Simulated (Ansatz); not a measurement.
Given:

SiO2:
```cif
data_O4Si2
_chemical_formula_sum 'Si2 O4'
_space_group_name_H-M_alt 'P 1'
_space_group_IT_number 1
_cell_length_a 2.82140
_cell_length_b 2.82140
_cell_length_c 8.58835
_cell_angle_alpha 90.000
_cell_angle_beta 90.000
_cell_angle_gamma 90.000
loop_
_space_group_symop_operation_xyz
  'x, y, z'
loop_
_atom_site_label
_atom_site_type_symbol
_atom_site_fract_x
_atom_site_fract_y
_atom_site_fract_z
_atom_site_occupancy
Si1 Si 0.00000 0.00000 0.00000 1
Si2 Si 0.50000 0.50000 0.50000 1
O1 O 0.00000 0.50000 0.09939 1
O2 O 0.00000 0.50000 0.59939 1
O3 O 0.50000 0.00000 0.40061 1
O4 O 0.50000 0.00000 0.90061 1
```

This is the PBEsol-relaxed structure.

### Question
All from the program Ansatz at the PBEsol level (PAW), unless another level is named. Give the formation energy from the elements (no fitted shifts).

### Answer
-2.58 eV/atom.

### Question
And the smallest direct gap on the standard path?

### Answer
5.35 eV.

### Question
Give the HSE06 gap on the PBEsol cell.

### Answer
7.04 eV.

### Question
And the conduction-band minimum?

### Answer
at Γ.

### Question
And the valence-band maximum?

### Answer
on the M–Γ line, 48 % of the way from M.

### Question
Predict the weight of the valence-edge state by species (Voronoi cells).

### Answer
O 97 %, Si 3 %.

Space group P4_2/nmc. A made-up cell: these elements were put on the sites of a structure type; neither database checked (COD, Materials Project) lists it. It is not the phase usual at ambient conditions (space group No. 92, 152, 154). The cell was relaxed with PBEsol under the symmetry of its start; of distortions, only those at the zone centre were tested. The references are the lowest solids computed at this level, not always the standard phases (solids in place of the gases).

Potentials: the later of the program's two PAW sets.
